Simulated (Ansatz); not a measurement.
With PBE (plane waves, PAW; program Ansatz), ZrTa in the rock salt structure (Fm-3m) relaxes to a = 5.660 Å. Ta has 6 nearest neighbours from 2.83 Å (octahedral); Zr has 6 nearest neighbours from 2.83 Å (octahedral). Its formation energy from the elements is 1.15 eV/atom, with no fitted shifts.

Electronic character: metallic (no gap). Gap from PBE with spin–orbit coupling: none (metallic).

The bulk modulus is 95.6 GPa.

The start of the workflow was typed in or built on a structure type; neither database checked (COD, Materials Project) lists it. Its standing as an ambient phase is unchecked. The PBE relaxation kept the symmetry of its start; its stability against distortions is not shown here. The run is not spin-polarised. Its formation energy is positive at this level, so the cell may be metastable or incomplete. The references are the lowest solids computed at this level, not always the standard phases. Spin–orbit coupling is left out wherever it is not named.

Potentials: the later of the program's two PAW sets.
